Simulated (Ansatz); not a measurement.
# ScCoO2: settings compared (Ansatz)

Launch command:

```bash
ansatz run input.yaml --threads 1 --pin off --max-ram 2560MiB --backend cpu --events-out ev --progress --plain --runs-dir out
```

input.yaml:

```yaml
crystal:
  lattice:
    - [3.15836263, 0.0, 0.0]
    - [-1.57918182, 2.73522482, 0.0]
    - [0.0, 0.0, 11.20348329]
  atoms:
    - { symbol: Co, position: [0.3333, 0.6667, 0.25] }
    - { symbol: Co, position: [0.6666, 0.3333, 0.75] }
    - { symbol: Sc, position: [0.0, 0.0, 0.0] }
    - { symbol: Sc, position: [0.0, 0.0, 0.5] }
    - { symbol: O, position: [0.3333, 0.6667, 0.08941] }
    - { symbol: O, position: [0.6666, 0.3333, 0.58941] }
    - { symbol: O, position: [0.3333, 0.6667, 0.41059] }
    - { symbol: O, position: [0.6667, 0.3334, 0.91059] }
  symmetry: { tolerance: 0.0003 }
kpoints:
  mp_grid: { grid: [7, 7, 2], shift: [0, 0, 0] }
magnetization:
  spin_polarized: false
scf:
  occupations: { method: gaussian, width: 0.1464 }
hamiltonian:
  pseudopotentials: { kind: paw }
  xc: pbesol
basis:
  ecutwfc: 420
output:
  forces: true
  stress: true
  eigenvalues: true
```

Origin of the cell: a known structure type with other elements, at an estimated volume, so it need not be a known compound.

Output of this run (shortened):

```
Warning: the atoms were moved onto the symmetric positions of the space group found under crystal.symmetry.tolerance 3.0e-4 (fractional; no operation is sought that the atoms, as they stand i […]
Pseudopotentials: kind: paw
Pseudopotential: Co, paw, valence charge 17, recommended cutoff 420 eV (normal), Co.paw.azcp
Pseudopotential: Sc, paw, valence charge 11, recommended cutoff 420 eV (normal), Sc.paw.azcp
Pseudopotential: O, paw, valence charge 6, recommended cutoff 420 eV (normal), O.paw.azcp
Functional definition: PBEsol
  exchange = pbesol_x
  correlation = pbesol_c
Crystal: 8 atoms, lattice volume = 96.785 Å³
Basis set: ecut = 420 eV, 1885 PW (Γ), exchange–correlation on 48×48×150 points (8 copies of the dense FFT grid, shifted against one another)
Bands: 48, of which v1, the nominal top of the filled ones, is band 40 counted from 1 (39 counted from 0)
Symmetry: 24 space group operations
Space group: P63/mmc (ITA 194), of the structure as read, at distance tolerance 1.4e-3 Å
k-points: 16 of 98
[… 9 lines left out …]
Initial density: superposition of atomic densities (neutral atoms: chi_scale 0, normalization atom), corrected by the library's trained network
Functional: x = pbesol(κ = 0.804, μ = 0.123457), c = pbesol(β = 0.046)
SCF iter   1: F=—  HF=-16658.514741 eV  Δρ=1.85e-2  dr2=3.18e-1
SCF iter   2: F=—  HF=-16658.465198 eV  Δρ=5.14e-3  dr2=5.32e-2  defer=1
SCF iter   3: F=—  HF=-16658.458010 eV  Δρ=4.02e-3  dr2=3.16e-2  defer=1
SCF iter   4: F=—  HF=-16658.455103 eV  Δρ=2.01e-3  dr2=1.04e-2  defer=2
SCF iter   5: F=—  HF=-16658.453045 eV  Δρ=8.08e-4  dr2=1.46e-3  defer=2
SCF iter   6: F=—  HF=-16658.452729 eV  Δρ=3.58e-4  dr2=1.16e-4  defer=2
SCF iter   7: F=—  HF=-16658.452693 eV  Δρ=1.46e-4  dr2=1.66e-5  defer=2
SCF iter   8: F=—  HF=-16658.452681 eV  Δρ=2.17e-5  dr2=3.40e-7  defer=17
SCF iter   9: F=—  HF=-16658.452681 eV  Δρ=1.42e-5  dr2=1.69e-7
SCF iter  10: F=-16658.452681 eV  HF=-16658.452681 eV  Δρ=3.25e-6  dr2=5.77e-9
SCF 1 converged in 10 iterations: F = -16658.452681 eV  dr2 = 5.77e-9
SCF converged after 10 iterations
Free energy (F): -16658.452681 eV
Harris-Foulkes:  -16658.452681 eV  (|F-HF|=4.84e-10)
Internal energy: -16658.301795 eV  (E = F + TS)
E sigma→0 (E₀):  -16658.377238 eV
Entropy (-TS):   -0.150886 eV (-18.861 meV/atom)
Fermi energy:    10.774885 eV
--- Per-component energies (eV) ---
  E_band       = -1013.593870
  E_kinetic    = 2131.632748
  E_local      = -10180.411747  (includes V_loc(G=0)·N_el)
  E_nonlocal   = 1280.737314
  E_hartree    = 4074.140669
  E_xc         = -812.111898
  E_vxc        = -1038.262339  (∫ρ·V_xc dr)
  E_paw        = -5443.113957  (= ΣΔE_a)
  E_vpaw       = -1355.587224  (= ΣTr[D̂ρ^β])
  E_aug_tail   = 0.010119  (compensation charges beyond the density's cutoff)
  E_ewald      = -7709.961082
  E_core_change = 0.776040  (= ΣΔE_core)
  E_smearing   = -0.150886  (= −TS)
  Σ components = -16658.452681   (vs F -16658.452681, Δ=0.00e0)
--- Forces (eV/Å), atoms counted from 1 ---
  atom   1  Co     0.000000    -0.000000     0.000000
  atom   2  Co    -0.000000    -0.000000     0.000000
  atom   3  Sc    -0.000000    -0.000000     0.000000
  atom   4  Sc    -0.000000    -0.000000     0.000000
  atom   5  O      0.000000    -0.000000     0.135536
  atom   6  O     -0.000000     0.000000     0.135536
  atom   7  O      0.000000    -0.000000    -0.135536
  atom   8  O     -0.000000     0.000000    -0.135536
  max |Σ_I F_I| component: 5.55e-17 eV/Å
--- Stress (GPa, compression-positive) ---
       -0.775415       0.000000       0.000000
        0.000000      -0.775415       0.000000
        0.000000       0.000000       3.859543
  P = ⅓ Tr σ = 0.7696 GPa (7.696 kbar)
```

The same input was run again with these changes:

1. `scf.initial_density.chi_scale` default → 0.0; `scf.lower_state_search` default → standard; `scf.occupations.width` 0.1464 → 0.2
2. `basis.ecutwfc` 420 → "400 eV"; `scf.occupations.width` 0.1464 → 0.2
3. `scf.algorithm` default → direct_min; `kpoints.mp_grid.grid` [7, 7, 2] → [10, 10, 3]
4. `scf.initial_density.chi_scale` default → 0.3; `scf.convergence.dr2_threshold` default → 1.0e-09; `kpoints.mp_grid.grid` [7, 7, 2] → [6, 6, 2]

```tsv
run	end	SCF iterations	P (GPa)	max force component (eV/Å)	moment (μB)	ΔE(σ→0) (meV/atom)
base	converged	10	0.77	0.136	–	0
1	converged	11	0.90	0.138	–	-0.74
2	converged	10	0.91	0.137	–	4.09
3	converged	6	0.82	0.144	–	3.13
4	converged	18	0.79	0.161	–	4.11
```

Energies are compared only where functional, datasets, charge and starting cell are the same.

Not properties of the system: run 1 (too coarse or loose: `scf.occupations.width` = 0.2), run 2 (too coarse or loose: `scf.occupations.width` = 0.2), run 4 (too coarse or loose: `kpoints.mp_grid.grid` = [6, 6, 2]).

Caveats of the base run: no spin polarisation, so a magnetic state may lie lower; the k mesh is coarse if the cell is a metal.

Run 1: wide smearing.
Run 2: the cutoff lies below the datasets' advice; wide smearing.

Time of the base run: 5.3 s on 1 thread of Arm Neoverse V1, on a shared host, peak memory 0.39 GiB, from the program's own first density.
